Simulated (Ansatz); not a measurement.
Relaxation of a relaxed MgB2 cell with one B and one Mg atom exchanged in a cell of 6 atoms; 6 atoms in the cell, which starts as Pmm2 (No. 25), oP6; a = 3.0632 Å, b = 3.4999 Å, c = 5.3057 Å, α = 90.00°, β = 90.00°, γ = 90.00°. These are PBEsol (plane waves to 420 eV, PAW, scalar-relativistic; Ansatz, a program for electronic structure) values and carry that method's errors. Γ-centred k-mesh 9×9×7 on the run's cell (coarser than for final values), Fermi–Dirac smearing 0.05 eV. This is the first round of the run. 

The optimiser's lines from the output (shortened; P is positive under compression):

```
relax step   1: F+E_penalty+E_count = -4424.25398864 eV  Δ(F+E_penalty+E_count) = +0.000e0 eV  max|allowed force component| = 6.844e0 eV/Å  Δτ_max = 0.0000 Å  P = +32.946 GPa  Ω = 56.882 Å³  (7 SCF iters, dr2 threshold 1.00e-7 eV, accepted)
relax step   2: F+E_penalty+E_count = -4426.75848878 eV  Δ(F+E_penalty+E_count) = -2.505e0 eV  max|allowed force component| = 4.313e0 eV/Å  Δτ_max = 0.1096 Å  P = +20.567 GPa  Ω = 58.319 Å³  (7 SCF iters, dr2 threshold 6.00e-7 eV, accepted)
relax step   3: F+E_penalty+E_count = -4428.25279057 eV  Δ(F+E_penalty+E_count) = -1.494e0 eV  max|allowed force component| = 2.757e0 eV/Å  Δτ_max = 0.1184 Å  P = +11.062 GPa  Ω = 61.239 Å³  (7 SCF iters, dr2 threshold 6.00e-7 eV, accepted)
relax step   4: F+E_penalty+E_count = -4429.49637560 eV  Δ(F+E_penalty+E_count) = -1.244e0 eV  max|allowed force component| = 1.642e0 eV/Å  Δτ_max = 0.1632 Å  P = +5.133 GPa  Ω = 63.478 Å³  (7 SCF iters, dr2 threshold 6.00e-7 eV, accepted)
relax step   5: F+E_penalty+E_count = -4430.48305791 eV  Δ(F+E_penalty+E_count) = -9.867e-1 eV  max|allowed force component| = 1.412e0 eV/Å  Δτ_max = 0.1977 Å  P = +1.200 GPa  Ω = 63.202 Å³  (7 SCF iters, dr2 threshold 6.00e-7 eV, accepted)
relax step   6: F+E_penalty+E_count = -4431.13198915 eV  Δ(F+E_penalty+E_count) = -6.489e-1 eV  max|allowed force component| = 9.685e-1 eV/Å  Δτ_max = 0.1949 Å  P = +0.582 GPa  Ω = 62.362 Å³  (7 SCF iters, dr2 threshold 6.00e-7 eV, accepted)
relax step   7: F+E_penalty+E_count = -4431.35039516 eV  Δ(F+E_penalty+E_count) = -2.184e-1 eV  max|allowed force component| = 5.642e-1 eV/Å  Δτ_max = 0.0725 Å  P = -0.427 GPa  Ω = 61.369 Å³  (7 SCF iters, dr2 threshold 6.00e-7 eV, accepted)
relax step   8: F+E_penalty+E_count = -4431.37727724 eV  Δ(F+E_penalty+E_count) = -2.688e-2 eV  max|allowed force component| = 2.678e-1 eV/Å  Δτ_max = 0.0672 Å  P = +0.836 GPa  Ω = 61.399 Å³  (6 SCF iters, dr2 threshold 6.00e-7 eV, accepted)
relax step   9: F+E_penalty+E_count = -4431.38451657 eV  Δ(F+E_penalty+E_count) = -7.239e-3 eV  max|allowed force component| = 4.425e-2 eV/Å  Δτ_max = 0.0157 Å  P = -0.023 GPa  Ω = 61.623 Å³  (5 SCF iters, dr2 threshold 6.00e-7 eV, accepted)
relax step  10: F+E_penalty+E_count = -4431.38472832 eV  Δ(F+E_penalty+E_count) = -2.117e-4 eV  max|allowed force component| = 1.616e-2 eV/Å  Δτ_max = 0.0027 Å  P = -0.019 GPa  Ω = 61.621 Å³  (4 SCF iters, dr2 threshold 2.92e-7 eV, accepted)
relax step  11: F+E_penalty+E_count = -4431.38476366 eV  Δ(F+E_penalty+E_count) = -3.534e-5 eV  max|allowed force component| = 6.389e-3 eV/Å  Δτ_max = 0.0012 Å  P = +0.043 GPa  Ω = 61.593 Å³  (5 SCF iters, dr2 threshold 1.63e-8 eV, accepted)
relax step  12: F+E_penalty+E_count = -4431.38476164 eV  Δ(F+E_penalty+E_count) = +2.021e-6 eV  max|allowed force component| = 6.396e-4 eV/Å  Δτ_max = 0.0003 Å  P = +0.004 GPa  Ω = 61.608 Å³  (4 SCF iters, dr2 threshold 2.30e-8 eV, accepted)
relax step  13: F+E_penalty+E_count = -4431.48777821 eV  Δ(F+E_penalty+E_count) = -1.030e-1 eV  max|allowed force component| = 6.973e-2 eV/Å  Δτ_max = 0.0000 Å  P = +1.347 GPa  Ω = 61.608 Å³  stress off target by 3.65e0 GPa  SCF on the basis re-selected at this cell (its energy is not comparable with the rows above)  (8 SCF iters)
relax step  14: F+E_penalty+E_count = -4431.49516890 eV  Δ(F+E_penalty+E_count) = -7.391e-3 eV  max|allowed force component| = 2.908e-2 eV/Å  Δτ_max = 0.0053 Å  P = +0.190 GPa  Ω = 62.122 Å³  (5 SCF iters, dr2 threshold 6.00e-7 eV, accepted)
relax step  15: F+E_penalty+E_count = -4431.49515795 eV  Δ(F+E_penalty+E_count) = +1.094e-5 eV  max|allowed force component| = 2.145e-2 eV/Å  Δτ_max = 0.0029 Å  P = -0.120 GPa  Ω = 62.279 Å³  (5 SCF iters, dr2 threshold 3.03e-7 eV, accepted)
relax step  16: F+E_penalty+E_count = -4431.49528518 eV  Δ(F+E_penalty+E_count) = -1.272e-4 eV  max|allowed force component| = 3.158e-3 eV/Å  Δτ_max = 0.0011 Å  P = -0.007 GPa  Ω = 62.219 Å³  (4 SCF iters, dr2 threshold 1.54e-7 eV, accepted)
relax step  17: F+E_penalty+E_count = -4431.49591895 eV  Δ(F+E_penalty+E_count) = -6.338e-4 eV  max|allowed force component| = 3.340e-3 eV/Å  Δτ_max = 0.0000 Å  P = -0.008 GPa  Ω = 62.219 Å³  stress off target by 1.72e-2 GPa  SCF on the basis re-selected at this cell (its energy is not comparable with the rows above)  (6 SCF iters)
```

From the first to the last row the energy changes by -1.21 eV/atom and the volume by +9.4 %. The last row is marked as not comparable with the walk above it, whose basis was carried along; it does compare with step 1, since both stand on a basis selected at the nominal cutoff for their own cell.

Energy and pressure jump between steps 12 and 13 at one geometry, where the plane-wave basis was selected anew. While the cell walks, the set of plane waves is carried along, so its effective cutoff drifts with the strain; re-selecting it at 420 eV moved the energy by -0.017 eV/atom and the pressure by 1.3 GPa. Only step 1 and rows on a re-selected basis compare with each other.

Later rounds, restarted from the end of this one on a renewed k-mesh, logged 14 more steps and released under 0.01 eV/atom more. The final structure after all rounds: Pmm2 (No. 25), oP6; a = 3.007 Å, b = 3.047 Å, c = 6.821 Å, α = β = γ = 90.00°. Between re-selections the logged energies stand on a plane-wave basis carried along with the cell. No spin polarisation in the result.

The run could not lose the symmetry of its start.

The runs began from a structure in Materials Project; this end point is another cell, not compared with measured phases.
